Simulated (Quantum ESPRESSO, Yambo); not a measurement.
# G0W0 results for BeTe at -3 % isotropic strain

```cif
data_BeTe
_chemical_formula_sum 'Be1 Te1'
_space_group_name_H-M_alt 'P 1'
_space_group_IT_number 1
_cell_length_a 3.84564
_cell_length_b 3.84564
_cell_length_c 3.84564
_cell_angle_alpha 60.000
_cell_angle_beta 60.000
_cell_angle_gamma 60.000
loop_
_space_group_symop_operation_xyz
  'x, y, z'
loop_
_atom_site_label
_atom_site_type_symbol
_atom_site_fract_x
_atom_site_fract_y
_atom_site_fract_z
_atom_site_occupancy
Be1 Be 0.00000 0.00000 0.00000 1
Te1 Te 0.25000 0.25000 0.25000 1
```

The PBEsol cell relaxed from Materials Project entry mp-252 was given an isotropic strain of -3 % on all lattice vectors, and the atoms were relaxed again.

Starting point: norm-conserving PBE (stringent potentials; Quantum ESPRESSO, 107 Ry, without SOC). G0W0 in Yambo: 4×4×4 Γ-centred k mesh, bands 6 to 200 and a 15 Ry block in the screening, 200 bands in G with the Bruneval-Gonze terminator, plasmon pole fitted at 27.2 eV.

The PBE gap along the band path comes out as 1.71 eV and the PBE gap between the mesh's edge points (Γ → X) is 1.71 eV. The G0W0 gap between the same points comes out as 2.56 eV. The PBE smallest direct gap on the mesh (at Γ) is 3.53 eV and the G0W0 direct gap at that point comes out as 4.63 eV.

| k point | band | E PBE (eV) | E QP (eV) | shift (eV) | Z |
|---|---|---|---|---|---|
| Γ | VB | 0.00 | -0.86 | -0.86 | 0.81 |
| Γ | CB | 3.53 | 3.77 | 0.23 | 0.81 |
| L | VB | -1.32 | -2.24 | -0.92 | 0.80 |
| L | CB | 3.39 | 3.60 | 0.21 | 0.81 |
| X | VB | -3.05 | -4.08 | -1.02 | 0.79 |
| X | CB | 1.71 | 1.70 | -0.01 | 0.82 |

Energies count from the PBE valence-band maximum.

Convergence of the G0W0 settings was not tested.

Without spin-orbit coupling, band edges of such heavy elements can be off by tenths of an eV.
